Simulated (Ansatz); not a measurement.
Sb₂Au:
```
CELL_PARAMETERS angstrom
      0.00000     3.41853     3.41853
      3.41853     0.00000     3.41853
      3.41853     3.41853     0.00000
ATOMIC_POSITIONS crystal
  Au 0.00000 0.00000 0.00000
  Sb 0.25000 0.25000 0.25000
  Sb 0.75000 0.75000 0.75000
```

Relaxed with r²SCAN. Special points in fractions of this cell's reciprocal vectors: Γ (0.000, 0.000, 0.000); X (0.500, 0.000, 0.500); U (0.625, 0.250, 0.625); K (0.375, 0.375, 0.750); L (0.500, 0.500, 0.500); W (0.500, 0.250, 0.750).

Problem. List the band energies nearest the Fermi level at these points for r²SCAN in the plane-wave PAW code Ansatz.

Solution. In eV from the Fermi level; about four levels below and three above (degenerate sets whole), none deeper than 8.9 eV; points with the same levels are listed once.

```
k                          below           above
-  -----------------------------  --------------
Γ  -5.17 -5.17 -0.33 -0.33 -0.33  0.61 0.61 0.61
X        -5.00 -4.40 -4.40 -3.73  0.65 3.53 3.53
U        -5.25 -4.72 -3.69 -2.44  1.57 1.85 2.16
L        -2.46 -2.23 -2.23 -1.35  0.22 0.22 4.69
W        -5.04 -3.90 -0.64 -0.64  2.22 3.16 4.17
```

Space group Fm-3m (fluorite or antifluorite type). The workflow started from an entry of the Crystallography Open Database (COD), which files this formula under 2 space groups. Its standing as an ambient phase is unchecked. Symmetry was held in the r²SCAN relaxation. At this level the phase is mechanically unstable. Its formation energy is positive at this level, so the cell may be metastable or incomplete. Spin–orbit coupling is left out wherever it is not named.

Potentials: the later of the program's two PAW sets.
